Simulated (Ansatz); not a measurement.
Si, DFT, LDA, all-electron LAPW, scalar-relativistic (Ansatz 0.2.0), run on 1 thread of Arm Neoverse V2 on a shared host.

The structure is an experimental refinement, used without relaxation. The listed cell was then made from it by scaling, straining or moving an atom.

Command: `ansatz run input.yaml --threads 1 --pin off --max-ram 3072MiB --backend cpu --events-out ev --progress --plain --runs-dir out`

```yaml
crystal:
  lattice:
    - [0.0, 2.6787699606, 2.6787699606]
    - [2.6787699606, 0.0, 2.6787699606]
    - [2.6787699606, 2.6787699606, 0.0]
  atoms:
    - { symbol: Si, position: [0.5, 0.5, 0.5] }
    - { symbol: Si, position: [0.75, 0.75, 0.75] }
kpoints:
  mp_grid: { grid: [11, 11, 11] }
  band_path:
    path:
      - [0.0, 0.0, 0.0]
      - [0.5, 0.0, 0.5]
      - [0.625, 0.25, 0.625]
      - [0.375, 0.375, 0.75]
      - [0.0, 0.0, 0.0]
      - [0.5, 0.5, 0.5]
      - [0.5, 0.25, 0.75]
      - [0.5, 0.0, 0.5]
    npoints: 5
scf:
  occupations: { method: fermi_dirac, width: 0.08 }
hamiltonian:
  xc: lda
  pseudopotentials: { kind: all_electron, lapw: { basis_error: 0.00025 } }
output:
  forces: true
  stress: true
  eigenvalues: true
```

Question: How large is the problem that the program sets up?

Answer: 56 irreducible k-points, 411 plane waves at Γ, 16 bands.

Question: About how long does it take, and how much memory does it use?

Answer: 8.5 s of wall time for 5 SCF iterations, with a peak of 0.26 GiB. Times on shared machines scatter by tens of per cent.
